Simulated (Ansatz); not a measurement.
Zr₂Ni:
Space group I4/mcm (No. 140); a = b = 6.4211 Å, c = 5.1474 Å, α = β = γ = 90.00°

```json
[
 {"atom": "Zr", "site": "8h", "symmetry": "m.2m", "x": "0.3369", "y": "0.1631", "z": "0.0000"},
 {"atom": "Ni", "site": "4a", "symmetry": "422", "x": "0.0000", "y": "0.0000", "z": "0.2500"}
]
```
(The calculation used a cell of 6 atoms; values per cell refer to that cell.)

This is the PBEsol-relaxed structure.

Question: All from PBEsol in the plane-wave PAW code Ansatz, unless another level is named. Predict the density of states at the Fermi level.

Answer: 1.1 states/eV per atom (mean over ±0.08 eV).

Question: Next, the formation energy from the elements (no fitted shifts)?

Answer: -0.34 eV/atom.

Question: Next, the gap with spin–orbit coupling?

Answer: none (metallic).

The workflow started from a Materials Project entry (that database holds measured and hypothetical structures alike); the Crystallography Open Database files this formula in space group No. 140, but the cells were not matched. Whether it is the stable phase at ambient conditions was not checked. The cell was relaxed with PBEsol under the symmetry of its start; of distortions, only those at the zone centre were tested. The run is not spin-polarised. Axis ratios of metals converge slowly with the k-mesh, so a and c are less sure than the volume. The references are the lowest solids computed at this level, not always the standard phases. Scalar-relativistic: spin–orbit coupling is off unless named, which matters more the heavier the elements.

Potentials: the later of the program's two PAW sets.
